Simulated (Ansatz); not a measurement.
PtS$_{2}$:
```xyz
3
Lattice="3.5132 0.0000 0.0000 -1.7566 3.0425 0.0000 0.0000 0.0000 31.0000" Properties=species:S:1:pos:R:3 pbc="T T F"
S      1.7566     1.0142    16.7123
Pt     0.0000     0.0000    15.5000
S      0.0000     2.0283    14.2877
```
Free-standing layer in the xy plane with vacuum along z and no interaction between images.

Relaxed with LDA. Special points in fractions of this cell's reciprocal vectors: Γ (0.000, 0.000, 0.000); M (0.500, 0.000, 0.000); K (0.333, 0.333, 0.000).

Question: List the band energies nearest the valence-band maximum at these points for DFT-LDA in the program Ansatz with PAW potentials.

Answer: In eV from the valence-band maximum; about four levels below and three above (degenerate sets whole), none deeper than 8.9 eV; … stands for higher levels left out; points with the same levels are listed once.

```tsv
k	below	above
Γ	-0.81 -0.78 -0.28 -0.28	3.37 3.37 5.48
M	-2.26 -2.13 -1.77 -1.47	2.95 3.13 5.46
K	-2.67 -2.42 -0.74 -0.74	2.17 2.17 …
```

Space group P-3m1 (1T). A layer that has been made, often on a substrate. The cell was relaxed with LDA under the symmetry of its start; whether a distortion lowers the energy is not shown. The run is not spin-polarised. Scalar-relativistic: spin–orbit coupling is off unless named, which matters more the heavier the elements.

Potentials: the later of the program's two PAW sets.
